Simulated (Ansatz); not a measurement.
B₁₃C₂:
Space group R-3m, hexagonal axes (No. 166); a = b = 5.636 Å, c = 12.054 Å, α = β = 90.00°, γ = 120.00°

```csv
atom,site,symmetry,x,y,z
B,3b,-3m,0.0000,0.0000,0.5000
B,18h,.m,0.1717,0.3434,0.0249
B,18h,.m,0.2103,0.1052,0.1133
C,6c,3m,0.0000,0.0000,0.3803
```
(The calculation used a cell of 15 atoms; values per cell refer to that cell.)

Relaxed at zero pressure with the program Ansatz at the PBEsol level (PAW).

The volume is lowered by 3 % and shape and atoms relax at that volume. What pressure results, and how do the axes share the change?

7.3 GPa; a -0.9 %, b -0.9 %, c -1.2 %; the energy rises by 5 meV/atom.

Give the new structure.


Space group R-3m, hexagonal axes (No. 166); a = b = 5.585 Å, c = 11.908 Å, α = β = 90.00°, γ = 120.00°

```tsv
atom	site	symmetry	x	y	z
B	3b	-3m	0.0000	0.0000	0.5000
B	18h	.m	0.1717	0.3433	0.0250
B	18h	.m	0.2104	0.1052	0.1138
C	6c	3m	0.0000	0.0000	0.3795
```

The phase is kept; no other phase was compared at this pressure.

The first step of the workflow began from a Materials Project structure, measured or hypothetical; the Crystallography Open Database copy checked does not list it. Its standing as an ambient phase is unchecked. The PBEsol relaxation kept the symmetry of its start; its stability against distortions is not shown here.

Potentials: the later of the program's two PAW sets.
